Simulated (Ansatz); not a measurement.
This In5GaAs6 structure is the end of a relaxation. The cell was found from a structure generator's guess, not taken from experiment.

All numbers below come from Ansatz 0.2.0, DFT PBE, scalar-relativistic, plane waves, PAW. Cutoff 420 eV, Γ-centred mesh, Gaussian smearing, no spin polarisation.

```cif
data_structure
_symmetry_space_group_name_H-M 'P 1'
_symmetry_Int_Tables_number 1
_cell_length_a 4.3186
_cell_length_b 4.3186
_cell_length_c 18.3890
_cell_angle_alpha 90.000
_cell_angle_beta 90.000
_cell_angle_gamma 90.000
_cell_volume 342.96
loop_
_atom_site_label
_atom_site_type_symbol
_atom_site_fract_x
_atom_site_fract_y
_atom_site_fract_z
_atom_site_occupancy
In1 In 0.50000 0.50000 0.15918 1
In2 In 0.00000 0.00000 0.32955 1
In3 In 0.50000 0.50000 0.50000 1
In4 In 0.00000 0.00000 0.67045 1
In5 In 0.50000 0.50000 0.84082 1
Ga1 Ga 0.00000 0.00000 0.00000 1
As1 As 0.50000 0.00000 0.24434 1
As2 As 0.00000 0.50000 0.41477 1
As3 As 0.50000 0.00000 0.58523 1
As4 As 0.00000 0.50000 0.75566 1
As5 As 0.50000 0.00000 0.92652 1
As6 As 0.00000 0.50000 0.07348 1
```

Formation energies are uncorrected and refer to the elements' standard structures at the same level.

Problem. Find its symmetry and describe it.

Solution. P-4m2 (No. 115), with In and Ga ordered on zinc blende sites. Conventional cell: a = 4.319 Å, c = 18.389 Å. Around In on a site of symmetry 2mm lie 4 As at 2.67 Å; In on a second site of symmetry 2mm is surrounded by 4 As at 2.67 Å; Ga has 4 As at 2.55 Å; around As on its first site lie 4 In at 2.67 Å; 3 more sites not described.

Problem. What is its formation energy per atom?

Solution. −0.25 eV/atom. A negative formation energy is needed for stability but isn't enough: competing phases decide.

Problem. Is it a metal?

Solution. There is no gap on the 10×10×2 mesh, but valence and conduction bands meet within 0.015 eV, so at this level it has a zero gap rather than a metal's Fermi surface.

The last run used a 10×10×2 mesh (in the run's order of axes) for its 12-atom cell and Gaussian smearing of 0.10 eV. The zero gap may come from the functional, which often closes small gaps. The reference form of As is held partly by dispersion forces, which this level lacks. A structure relaxed within its symmetry needn't be a true minimum.
